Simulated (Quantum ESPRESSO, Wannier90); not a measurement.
Wannierisation of SrTe (rock salt)

```
begin unit_cell_cart
ang
    0.0000000000    3.3558350000    3.3558350000
    3.3558350000    0.0000000000    3.3558350000
    3.3558350000    3.3558350000    0.0000000000
end unit_cell_cart
begin atoms_frac
Sr   0.0000000000  0.0000000000  0.0000000000
Te   0.5000000000  0.5000000000  0.5000000000
end atoms_frac
```

Structure: Materials Project mp-1958, symmetrised, not relaxed again. COD (Crystallography Open Database) has an entry of this formula and space group (matched by these alone). Level: LDA, no spin polarisation, no spin-orbit coupling; pw.x of Quantum ESPRESSO at 66 Ry with PseudoDojo potentials, 8×8×8 k-points, Wannier90. Density: 8×8×8 mesh, cold smearing 0.01 Ry. Spin-orbit coupling is left out although heavy elements are present.

A tight-binding model is made by disentanglement and projection with no localisation steps (num_iter = 0), so the 10 orbitals stay atom-like: hydrogen-like Sr: s;d; Te: s;p, axes along x, y, z; frozen window up to 3.17 eV relative to the valence-band maximum. It follows pw.x to 6.8 meV rms for states up to 2.7 eV relative to the valence-band maximum. Matrix elements depend on this choice of orbitals and windows.

### Question
What are the on-site energies relative to the valence-band maximum, and how fast do the hoppings decay?

### Answer
```tsv
atom	orbitals	energy (eV)
Sr1	s	4.03
Sr1	dz2 dx2-y2	5.38
Sr1	dxz dyz dxy	4.32
Te2	s	-9.01
Te2	pz px py	-0.02
```

| distance of the centres (Å) | largest modulus (eV) |
|---|---|
| 3–4 | 1.3 |
| 4–5 | 0.49 |
| 5–6 | 0.020 |
| 6–7 | 0.35 |
| 7–8 | 0.033 |
| 8–9 | 0.017 |
| 9–10 | 0.043 |
| 10–11 | 0.097 |
| 11–12 | 0.0064 |
| 12–13 | 0.011 |
